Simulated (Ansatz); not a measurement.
Q: Name crystals whose computed values (r²SCAN in the plane-wave PAW code Ansatz) fall in these windows: HSE06 gap (eV) 7.3 to 9.3; highest Γ mode, no LO–TO term (cm⁻¹) 240 to 290.

A: 

```json
[
 {"crystal": "NaF, rock salt", "HSE06 gap (eV)": "8.63", "highest Γ mode, no LO–TO term (cm⁻¹)": "262"}
]
```
Others may fit too.

The cell was relaxed under the symmetry of its start.

Potentials: the later of the program's two PAW sets.
